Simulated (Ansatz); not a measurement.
SiO2:
```xyz
12
Lattice="4.0712 0.0000 0.0000 0.0000 5.0295 0.0000 0.0000 0.0000 4.4826" Properties=species:S:1:pos:R:3 pbc="T T T"
Si     2.0356     1.7510     3.3619
Si     2.0356     3.2785     1.1206
Si     0.0000     0.7637     1.1206
Si     0.0000     4.2658     3.3619
O      1.0945     3.1080     2.6017
O      2.9767     1.9215     1.8809
O      0.9411     4.4363     0.3604
O      3.1301     0.5932     4.1222
O      3.1301     4.4363     1.8809
O      0.9411     0.5932     2.6017
O      2.9767     3.1080     4.1222
O      1.0945     1.9215     0.3604
```

Relaxed with r²SCAN.

### Question
Give the Bader charges and basin volumes of the independent atoms, plane-wave PAW r²SCAN (Ansatz code).

### Answer


```json
[
 {"atom": "Si1", "Bader charge (e)": "+3.35", "Bader volume (Å³)": "2.5"},
 {"atom": "O5", "Bader charge (e)": "-1.67", "Bader volume (Å³)": "10.2"}
]
```

Space group Pbcn. The first step of the workflow began from a Materials Project structure, measured or hypothetical; the Crystallography Open Database copy checked does not list it. It is not the phase usual at ambient conditions (space group No. 92, 152, 154). The r²SCAN relaxation kept the symmetry of its start; whether a distortion lowers the energy is not shown.

Potentials: the earlier of the program's two PAW sets. The files were generated under PBE; for other functionals the program regenerates the frozen cores, and for LDA and PBEsol the local potential too.
